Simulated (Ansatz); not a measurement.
Values for one crystal, relaxed and computed with the program Ansatz at the LDA level (PAW); other levels are named.

| Quantity | Result |
|---|---|
| Volume per atom | 11.92 Å³ |
| Band gap | 0.32 eV (indirect) |
| Valence-band maximum | at T |
| Smallest direct gap on the standard path | 0.76 eV |
| Static dielectric constant ε0 (ions relaxed, cell fixed) | 129 (xx = yy), 20.3 (zz) |
| Highest zone-centre frequency (without LO–TO term) | 24.38 THz |
| Conduction-band minimum | at L (3 equivalent valleys) |

Q: Which of these materials gives this?
(A) BN, R3m (B on 3a, N on 3a)
(B) TaCuN2, R-3m (Ta on 3b, Cu on 3a, N on 6c)
(C) GaN, I4mm (Ga on 2a, N on 2a)
(D) GaN, P6_422 (Ga on 3d, N on 3c)

A: B, TaCuN2, R-3m (Ta on 3b, Cu on 3a, N on 6c)

The workflow started from a Materials Project entry (that database holds measured and hypothetical structures alike); the Crystallography Open Database files this formula in space group No. 166, but the cells were not matched. Whether it is the stable phase at ambient conditions was not checked. The cell was relaxed with LDA under the symmetry of its start; whether a distortion lowers the energy is not shown. No spin polarisation was allowed. Scalar-relativistic: spin–orbit coupling is off unless named, which matters more the heavier the elements.

Potentials: the later of the program's two PAW sets.
